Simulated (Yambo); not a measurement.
```xyz
2
Lattice="4.0310 0.0000 0.0000 0.0000 4.0310 0.0000 0.0000 0.0000 4.0863" Properties=species:S:1:pos:R:3 pbc="T T T"
Br     2.0155     2.0155     2.0431
Rb     0.0000     0.0000     0.0000
```

RbBr (space group P4/mmm, No. 123) under biaxial strain of -1 % along x and y, z relaxed: mean Im ε in 1 eV windows above the direct gap of 6.70 eV, for different electron-hole kernels (Yambo, broadening 0.15 eV, norm-conserving PBEsol (Quantum ESPRESSO, 46 Ry, without SOC) bands; 8×8×8 mesh, 3 valence and 3 conduction bands, static screening with 34 bands and a 4 Ry block, scissor 2.47 eV, Tamm-Dancoff; field along x).

```tsv
window (eV)	independent quasiparticles	BSE
6.7 to 7.7	0.6	3.5
7.7 to 8.7	1.7	3.6
8.7 to 9.7	4.9	1.8
```

This run doesn't resolve bound excitons or single peaks, so only averages are given, and they too depend on the mesh; weight that the attraction moves below the gap isn't listed. All transitions below 10.36 eV are in the band window. The scissor comes from a G0W0 run whose convergence isn't established.

Spin-orbit splittings are left out.

This is not the ordinary phase of the substance; no match was found in the copy of COD used, and its stability was not checked.
